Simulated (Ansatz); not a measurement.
Bi (A7 (α-As type), space group No. 166) under volume change, PBEsol in the plane-wave PAW code Ansatz, shape and atoms relaxed at each volume.

| V (Å³/atom) | E − E(relaxed) (meV/atom) | P (GPa) |
|---|---|---|
| 31.331 | 41.5 | 4.81 |
| 32.363 | 17.0 | 2.86 |
| 33.396 | 3.9 | 1.28 |
| 34.429 | 0.0 | 0.00 |
| 35.462 | (withheld) | (withheld) |
| 36.495 | (withheld) | (withheld) |
| 37.528 | 26.0 | -2.34 |

### Question
What belongs in the gaps?

### Answer

- 36.495, E − E(relaxed) (meV/atom): 12.5
- 36.495, P (GPa): -1.79
- 35.462, E − E(relaxed) (meV/atom): 3.4
- 35.462, P (GPa): -1.02

### Question
What does a third-order Birch–Murnaghan fit give for V₀, B₀ and B′?

### Answer
V₀ = 34.43 Å³/atom, B₀ = 37.2 GPa, B′ = 6.9.

Space group R-3m (A7 (α-As type)). The cell was relaxed with PBEsol under the symmetry of its start. Spin–orbit coupling is left out wherever it is not named.

Potentials: the later of the program's two PAW sets.
